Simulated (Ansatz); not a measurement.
## ZrPb2 (AlB2-type structure)

Computed with Ansatz (plane waves, PAW, 420 eV cutoff): PBEsol, scalar-relativistic, no spin polarisation, 8×8×8 k-mesh, Gaussian smearing of 0.05 eV; PAW files: Ansatz's generated set soft_2.

Space group P6/mmm (No. 191). a = 5.342 Å, b = 5.342 Å, c = 3.103 Å, α = 90.00°, β = 90.00°, γ = 120.00°
```
atom  site  symmetry       x       y       z
  Zr    1a     6/mmm  0.0000  0.0000  0.0000
  Pb    2d      -6m2  0.3333  0.6667  0.5000
```

The cell came from substitution into a structure type; whether the compound takes it is for experiment to say.

The cell above was scaled in volume, and shape and atoms were relaxed at each volume within its symmetry. Energies are counted from the cell above.

```json
{"V (Å³/atom)": "24.54", "ΔE (meV/atom)": "10.1", "P (GPa)": "3.3"}
{"V (Å³/atom)": "25.05", "ΔE (meV/atom)": "2.4", "P (GPa)": "1.6"}
{"V (Å³/atom)": "25.56", "ΔE (meV/atom)": "0.0", "P (GPa)": "0.0"}
{"V (Å³/atom)": "26.07", "ΔE (meV/atom)": "2.3", "P (GPa)": "-1.4"}
{"V (Å³/atom)": "26.58", "ΔE (meV/atom)": "8.8", "P (GPa)": "-2.6"}
```

Problem. What do the points give for the equilibrium volume, the bulk modulus and its pressure derivative (third-order Birch–Murnaghan)?

Solution. V0 = 25.56 Å³/atom, B0 = 74 GPa, B0′ = 4.9.

B0·V0 = 73.7 GPa × 25.56 Å³ = 11.76 eV/atom sets the scale: near the minimum ΔE ≈ ½ B0 V0 x², with x = V/V0 − 1, and a pressure of 0.7 GPa squeezes the volume by about 1 %. At the ends of the curve: x = −4.0 % predicts 9.3 meV/atom and the run gives 10.1; x = +4.0 % predicts 9.5 meV/atom and the run gives 8.8. The lopsidedness is anharmonic: atoms resist being pushed together more than being pulled apart.

No spin–orbit coupling, a notable omission for heavy elements. The run is a metal.
